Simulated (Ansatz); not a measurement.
**BN, one structure, two calculations**

Cell: a structure deposited in the COD, whose atoms a relaxation with PBE at fixed cell left in place.

```
CELL_PARAMETERS angstrom
2.49824 0.00000 0.00000
-1.24912 2.16354 0.00000
0.00000 0.00000 6.63570
ATOMIC_POSITIONS crystal
B 0.33333 0.66667 0.25000
B 0.66667 0.33333 0.75000
N 0.33333 0.66667 0.75000
N 0.66667 0.33333 0.25000
```

Atoms are numbered from 1 in the order listed; like atoms form one site, named after its first atom.

First run. Level of theory: DFT, PBE, plane waves and PAW, scalar-relativistic, 420 eV cutoff, Γ-centred 14×14×5 k-points, Fermi–Dirac smearing 0.02 eV (Ansatz 0.2.0).

| site | atom | V_zz (10²¹ V/m²) | η |
| --- | --- | --- | --- |
| B | 1 | 2.83 | 0.00 |
| N | 3 | -0.26 | 0.00 |

Second run. The same atoms and settings, except that the functional is LDA.

Q: What does the second run give?

A: 

```tsv
site	atom	V_zz	η	change of V_zz
B	1	2.86	0.00	+0.03
N	3	0.14	0.00	+0.40
```

The largest change of V_zz is on N, from -0.26 to 0.14. In per cent, |V_zz| changes by +1 on B (all sites that start above 0.5). V_zz changes sign on N (same axis).

For the first run: At this cell the PBE pressure is 5 GPa, so with PBE the cell would grow if it were relaxed.
